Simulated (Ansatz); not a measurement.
WO$_{3}$:
```
CELL_PARAMETERS angstrom
      7.57223     0.00000     0.00000
      0.00000     7.57223     0.00000
      0.00000     0.00000     3.87799
ATOMIC_POSITIONS crystal
  W  0.73206 0.23206 0.05478
  W  0.23206 0.26794 0.94522
  W  0.26794 0.76794 0.05478
  W  0.76794 0.73206 0.94522
  O  0.74442 0.24442 0.51073
  O  0.24442 0.25558 0.48927
  O  0.25558 0.75558 0.51073
  O  0.75558 0.74442 0.48927
  O  0.50563 0.75080 0.00410
  O  0.75080 0.49437 0.99590
  O  0.49437 0.24920 0.00410
  O  0.24920 0.50563 0.99590
  O  0.00563 0.74920 0.99590
  O  0.25080 0.00563 0.00410
  O  0.99437 0.25080 0.99590
  O  0.74920 0.99437 0.00410
```

Relaxed with PBEsol.

**Question.** Give the Bader charges and basin volumes of the independent atoms, DFT-PBEsol in the program Ansatz with PAW potentials.

**Answer.** 

```tsv
atom	Bader charge (e)	Bader volume (Å³)
W1	+3.03	9.3
O5	-0.99	15.0
O9	-1.02	14.6
```

Space group P-42_1m. The first step of the workflow began from a Materials Project structure, measured or hypothetical; the Crystallography Open Database copy checked does not list it. COD files the formula under space group No. 2, 14, 62, 129, 130, 191. Whether it is the stable phase at ambient conditions was not checked. The PBEsol relaxation kept the symmetry of its start; its stability against distortions is not shown here. No spin polarisation was allowed. No Hubbard U is applied. Scalar-relativistic: spin–orbit coupling is off unless named, which matters more the heavier the elements.

Potentials: the later of the program's two PAW sets.
